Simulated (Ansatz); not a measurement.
# What DFT gives for TiNCl

```xyz
6
Lattice="3.9757 0.0000 0.0000 0.0000 3.2900 0.0000 0.0000 0.0000 7.8797" Properties=species:S:1:pos:R:3 pbc="T T T"
Cl    0.0000    0.0000    2.6003
Cl    1.9879    1.6450    5.2794
N     0.0000    0.0000    7.4858
N     1.9879    1.6450    0.3940
Ti    0.0000    1.6450    0.7880
Ti    1.9879    0.0000    7.0918
```

Level: r2SCAN, no spin polarisation; 500 eV; 7×8×4 Γ-centred mesh; fermi-dirac occupations (width 0.1 eV); Ansatz 0.2.0, fixed geometry.

Q: Is the cell too large or too small?

A: The pressure is -3.1 GPa (compression positive), so with the atoms held at these fractions the cell would first shrink. The principal stresses -4.3, -3.8, -1.4 GPa differ, so its shape would change too.

Q: What is the character of the valence top and the conduction bottom?

A: Within 0.7 eV of the edges, the states project mainly on N p (82 %) and Ti d (13 %) below the gap and on Ti d (84 %) above it.

Q: Which atom feels the largest force, and which way?

A: The largest is on Ti5 (and as large on other atoms): 0.74 eV/Å, components (0.00, 0.00, -0.74). It makes 54° with the line to a nearest neighbour, N3 at 2.03 Å.

Q: What is the formation energy?

A: -1.82 eV an atom against the elements' usual phases (free molecules for gases, crystals otherwise, with no correction for O₂ or N₂), so it is bound against them; other compounds may still compete. Relaxing would lower it.

Q: Metal or insulator? Give the gap.

A: The gap is 0.90 eV, direct at the points sampled. A semilocal functional usually gives too small a gap.

Origin: a database entry at a rescaled volume.
